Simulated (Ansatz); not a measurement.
**Straining InGa₂N₃**

All numbers below come from Ansatz 0.2.0, DFT PBE, scalar-relativistic, plane waves, PAW. (420 eV cutoff, 6×6×6 k-mesh, Gaussian smearing of 0.02 eV, no spin polarisation)

Reference structure (relaxed):

```xyz
12
Lattice="5.0105 -2.8902 0.0000 5.0105 2.8902 0.0000 0.0000 0.0000 5.3981" Properties=species:S:1:pos:R:3 pbc="T T T"
In    5.0105    1.0094    5.3430
In    5.0105   -1.0094    2.6439
Ga    1.7077    0.9445    5.3581
Ga    8.3132    0.9445    5.3581
Ga    8.3132   -0.9445    2.6590
Ga    1.7077   -0.9445    2.6590
N     1.8043    0.8882    1.9380
N     8.2166    0.8882    1.9380
N     8.2166   -0.8882    4.6371
N     1.8043   -0.8882    4.6371
N     5.0105    1.1112    2.1321
N     5.0105   -1.1112    4.8312
```

Deformation: biaxial strain in the a-b plane, with the length and tilt of c and the atoms relaxed, all within the symmetry that the strain leaves. Energies are extrapolated to zero smearing. Gaps are Kohn–Sham gaps over the whole zone.

| strain (%) | ΔE (meV/atom) | a (Å) | b (Å) | c (Å) | gap (eV) |
| --- | --- | --- | --- | --- | --- |
| -4.0 | 47.7 | 5.553 | 5.553 | 5.521 | 0.90 |
| -2.0 | 11.4 | 5.669 | 5.669 | 5.459 | 0.91 |
| +0.0 | 0.0 | 5.784 | 5.784 | 5.398 | 0.87 |
| +2.0 | 10.5 | 5.900 | 5.900 | 5.338 | 0.70 |
| +4.0 | 39.8 | 6.016 | 6.016 | 5.276 | 0.50 |

Q: What stiffness (1/V) d²E/dε² at zero strain does a cubic fit over all points give?

A: A cubic fit gives (1/V) d²E/dε² = 672 GPa at zero strain (twice the biaxial modulus).

Q: How does the free axis c answer a small strain?

A: Between the innermost points its strain is -0.56 times the applied one.

Q: How fast does the gap move with strain on either side?

A: -19 meV per percent on the compressed side and -85 meV per percent on the stretched side; it is indirect at -2.0 %, indirect at zero and direct at +2.0 %.

Cost: 5 runs of about 21 core-minutes in all, on Oxide Virtual Turin-like Processor (Zen 5) (shared hosts).